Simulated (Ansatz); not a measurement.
AlInSb2:
```
AlInSb2
1.0
    2.24929     1.29863     7.35210
   -2.24929     1.29863     7.35210
    0.00000    -2.59725     7.35210
Al In Sb
1 1 2
Cartesian
  0.00000   0.00000  22.04882
  0.00000   0.00000  11.04192
  0.00000   0.00000   2.65945
  0.00000   0.00000  13.87666
```

Relaxed with r²SCAN. The program Ansatz at the r²SCAN level (PAW) gives a gap of 0.86 eV.

Q: What gap does HSE06 give on the same cell (Ansatz, PAW)?

A: 1.08 eV, 0.22 eV more. The hybrid was solved on a coarser mesh and at special points; the gap given is the minimum over both.

| k | v1 r²SCAN | c1 r²SCAN | v1 HSE06 | c1 HSE06 |
|---|---|---|---|---|
| Γ | 0.00 | 0.86 | 0.00 | 1.08 |
| T | -0.37 | 1.25 | [?] | [?] |
| L | -1.59 | 1.74 | -1.66 | 2.03 |
| F | -1.01 | 0.98 | [?] | [?] |
| S0 | -1.79 | 1.93 | [?] | [?] |
| H0 | -1.80 | 2.04 | [?] | [?] |

Q: Top valence (v1) and lowest conduction level (c1) in eV from each method's valence maximum (which need not be a listed point): supply the withheld HSE06 values.

A: 
- H0, v1 HSE06: -1.87
- H0, c1 HSE06: 2.36
- F, v1 HSE06: -1.06
- F, c1 HSE06: 1.25
- T, v1 HSE06: -0.38
- T, c1 HSE06: 1.51
- S0, v1 HSE06: -1.86
- S0, c1 HSE06: 2.24

Cost on shared cores: the r²SCAN run (SCF on a 7×7×7 mesh, then bands and DOS) roughly 100 core-seconds, the HSE06 run (SCF on 5×5×5, then a few points) roughly 5 core-minutes; the tasks are unlike.

Space group R3m. The workflow started from a Materials Project entry (that database holds measured and hypothetical structures alike); the Crystallography Open Database copy checked does not list it. With Al and In taken as one species the cell has the higher symmetry F-43m, so it may be an ordered model of a mixed-site phase. Its standing as an ambient phase is unchecked. The r²SCAN relaxation kept the symmetry of its start; its stability against distortions is not shown here. Spin–orbit coupling is left out wherever it is not named.

Potentials: the later of the program's two PAW sets.
